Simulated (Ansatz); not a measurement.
Relaxation of a relaxed Ti3Al cell shaken by Gaussian noise of σ = 0.08 Å a coordinate; 8 atoms in the cell, which starts as P1 (No. 1), aP8; a = 4.632 Å, b = 5.747 Å, c = 5.747 Å, α = 120.00°, β = 90.00°, γ = 90.00°. Level of theory: r2SCAN (plane waves to 500 eV, PAW, scalar-relativistic; Ansatz, an electronic-structure program). Γ-centred k-mesh 7×7×7 on the run's cell (coarser than for final values), Fermi–Dirac smearing 0.05 eV. This is the first round of the run. 

The optimiser's lines from the output (shortened; P is positive under compression):

```
relax step   1: F+E_penalty+E_count = -16109.02477523 eV  Δ(F+E_penalty+E_count) = +0.000e0 eV  max|allowed force component| = 1.122e0 eV/Å  Δτ_max = 0.0000 Å  P = +1.535 GPa  Ω = 132.499 Å³  (14 SCF iters, dr2 threshold 1.00e-7 eV, accepted)
relax step   2: F+E_penalty+E_count = -16109.43493516 eV  Δ(F+E_penalty+E_count) = -4.102e-1 eV  max|allowed force component| = 7.354e-1 eV/Å  Δτ_max = 0.1995 Å  P = +2.832 GPa  Ω = 129.770 Å³  (12 SCF iters, dr2 threshold 8.00e-7 eV, accepted)
relax step   3: F+E_penalty+E_count = -16109.53604785 eV  Δ(F+E_penalty+E_count) = -1.011e-1 eV  max|allowed force component| = 1.016e-1 eV/Å  Δτ_max = 0.0543 Å  P = -1.731 GPa  Ω = 134.471 Å³  (9 SCF iters, dr2 threshold 8.00e-7 eV, accepted)
relax step   4: F+E_penalty+E_count = -16109.55063286 eV  Δ(F+E_penalty+E_count) = -1.459e-2 eV  max|allowed force component| = 1.752e-2 eV/Å  Δτ_max = 0.0091 Å  P = -0.090 GPa  Ω = 132.592 Å³  (7 SCF iters, dr2 threshold 8.00e-7 eV, accepted)
relax step   5: F+E_penalty+E_count = -16109.55090384 eV  Δ(F+E_penalty+E_count) = -2.710e-4 eV  max|allowed force component| = 1.313e-3 eV/Å  Δτ_max = 0.0041 Å  P = +0.001 GPa  Ω = 132.495 Å³  (7 SCF iters, dr2 threshold 7.92e-8 eV, accepted)
relax step   6: F+E_penalty+E_count = -16109.55090177 eV  Δ(F+E_penalty+E_count) = +2.072e-6 eV  max|allowed force component| = 1.313e-3 eV/Å  Δτ_max = 0.0000 Å  P = +0.004 GPa  Ω = 132.495 Å³  stress off target by 1.45e-2 GPa  SCF on the basis re-selected at this cell (its energy is not comparable with the rows above)  (8 SCF iters)
```

From the first to the last row the energy changes by -0.07 eV/atom and the volume by 0.0 %. The last row is marked as not comparable with the walk above it, whose basis was carried along; it does compare with step 1, since both stand on a basis selected at the nominal cutoff for their own cell.

Later rounds, restarted from the end of this one on a renewed k-mesh, logged 4 more steps and released under 0.01 eV/atom more. The final structure after all rounds: P6₃/mmc (No. 194), hP8, AFLOW prototype A3B_hP8_194_h_c (D0_19, as in Ni3Sn); a = 5.7474 Å, b = 5.7474 Å, c = 4.6318 Å, α = 90.00°, β = 90.00°, γ = 120.00°. Between re-selections the logged energies stand on a plane-wave basis carried along with the cell. No spin polarisation in the result.
